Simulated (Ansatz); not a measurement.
All numbers below come from DFT PBE, scalar-relativistic, plane waves, PAW in Ansatz 0.2.0. All cells share a 420 eV cutoff and Γ-centred k meshes spaced at most about 0.3 Å⁻¹ (about 0.25 or finer for metals, 2π included). No spin polarisation in the final relaxations.

These are static total energies at zero pressure.

Compare these two cells of CdGa₂O₃, each relaxed at this level.

A.

```
CELL_PARAMETERS angstrom
2.87128 0.00000 0.00000
0.00000 2.87128 0.00000
0.00000 0.00000 8.61874
ATOMIC_POSITIONS crystal
Cd 0.00000 0.00000 0.00000
Ga 0.00000 0.00000 0.33540
Ga 0.00000 0.00000 0.66460
O 0.50000 0.50000 0.17503
O 0.50000 0.50000 0.50000
O 0.50000 0.50000 0.82497
```

B.

```
CELL_PARAMETERS angstrom
2.98486 1.72331 2.75356
-2.98486 1.72331 2.75356
0.00000 -3.44662 2.75356
ATOMIC_POSITIONS crystal
Cd 0.00000 0.00000 0.00000
Ga 0.67989 0.67989 0.67989
Ga 0.32011 0.32011 0.32011
O 0.00000 0.50000 0.00000
O 0.50000 0.00000 0.00000
O 0.00000 0.00000 0.50000
```

Task: Which is lower in energy, and by how much?

Result: B is lower, by 289 meV/atom. A has Cd and Ga ordered on caesium chloride sites, space group P4/mmm (No. 123), 11.8 Å³/atom and no gap on its mesh; B has space group R-3m (No. 166), 14.2 Å³/atom and no gap. Counting O atoms around Cd and Ga (those within 1.25 times the shortest such distance or 1.15 times the sum of covalent radii; the shortest distance is added where it is long for a bond), A has Cd 8 from 2.5 Å, Ga 8 from 2.5 Å and B has Cd 6, Ga 3. The lower one is the more open, so pressure narrows the difference. Both come from invented guesses. A third cell relaxed alike, in P-4m2, lies 100 meV/atom below the lower of the two.

A magnetic state wasn't ruled out in cells without spin, among them R-3m. Cells relaxed within their symmetry can be saddle points.
